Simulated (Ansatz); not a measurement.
The start is a randomly generated symmetric cell of Pb (space group No. 65). The cell and all atomic positions are relaxed at zero pressure with PBE (plane waves to 420 eV, PAW, scalar-relativistic; Ansatz, a quantum-chemistry and plane-wave program). The first steps use a coarse 12×12×6 k-mesh.

Starting cell:
```
Pb
1.0
    1.78447    -2.06617     0.00000
    1.78447     2.06617     0.00000
    0.00000     0.00000     5.16311
Pb
1
Direct
  0.00000   0.00000   0.50000
```

### Question
How large is the pressure on the unrelaxed cell, and of which sign?

### Answer
+19.5 GPa (positive: the cell is compressed).

### Question
What symmetry does the relaxed structure have?

### Answer
The space group goes from Cmmm (No. 65) to P6/mmm (No. 191); the end is AFLOW prototype A_hP1_191_a (A_f, as in Sn), with 1 atom in the primitive cell.

### Question
How much energy is released per atom?

### Answer
1.30 eV/atom.

### Question
How does the volume change?

### Answer
-12.8 %, from 38.07 to 33.18 Å³/atom.

### Question
How do the shortest distances between atoms change?

### Answer
The closest pairs of elements (up to four, under 3.6 Å), start → end: Pb–Pb 2.73 → 3.27 Å.

### Question
Is the relaxed structure metallic? Give its gap.

### Answer
No gap (metallic).

Final values are on a 16×16×14 k-mesh of the relaxed cell. No spin polarisation in the result.

The run could not lose the symmetry of its start: the end is stationary, and may be a saddle point rather than a minimum.

The relaxed structure here is a generated cell of Pb: the first start was made by a random draw of sites in a space group, and the end was not matched to a known phase here, so it may be hypothetical. Known forms of Pb include space group No. 225.
